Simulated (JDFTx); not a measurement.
```yaml
surface: Be(1 0 -1 0)
bulk: Be, P6_3/mmc, lattice of mp-87 (not re-optimised)
slab: 10 atoms in 10 planes, 1x1, 8.3 Å between the outermost planes
in-plane cell: 2.265 × 3.574 Å, 8.09 Å²
cell_height: 24.5 Å
sampling: 10×6×1 k mesh, Fermi smearing 0.01 Ha, no spin polarisation
```

Final geometry:
```
10
Lattice="2.265 0.000 0.000 0.000 3.574 0.000 0.000 0.000 24.500" Properties=species:S:1:pos:R:3 pbc="T T F"
Be     1.699     0.894     8.076
Be     0.566     2.681     8.607
Be     0.566     0.894     9.962
Be     1.699     2.681    10.616
Be     1.699     0.894    11.923
Be     0.566     2.681    12.577
Be     0.566     0.894    13.884
Be     1.699     2.681    14.538
Be     1.699     0.894    15.893
Be     0.566     2.681    16.424
```

All numbers are PBE, GBRV ultrasoft potentials, plane waves to 20/100 Ha results from a modified build of JDFTx, not measurements. Liquid on both sides: CANDLE, water, 2 M NaF; nuclei fixed, outer atoms relaxed in vacuum. Potentials refer to SHE, placed 4.44 V below the bulk liquid's zero by convention. This is a symmetric, unreconstructed model surface, and the continuum liquid cannot react with it. At negative charge CANDLE's numbers also depend on the cell height, by up to tenths of a volt.

| U (V vs SHE) | μ (eV) | excess electrons per cell | σ (μC/cm², per face) | run |
|---|---|---|---|---|
| -0.70 | -3.74 | 0.191 | -18.9 | fixed potential |
| -0.61 | -3.83 | 0.152 | -15.0 | fixed charge |
| -0.50 | -3.94 | 0.078 | -7.7 | fixed potential |
| -0.35 | -4.09 | 0.031 | -3.1 | fixed potential |
| -0.19 | -4.25 | 0.000 | 0.0 | neutral |
| -0.05 | -4.39 | ___ | ___ | fixed potential |
| 0.50 | -4.94 | ___ | ___ | fixed potential |

Problem. Fill in the missing entries, row by row.

Solution. 
- -0.05, excess electrons per cell: -0.020
- -0.05, σ (μC/cm², per face): 2.0
- 0.50, excess electrons per cell: -0.115
- 0.50, σ (μC/cm², per face): 11.4
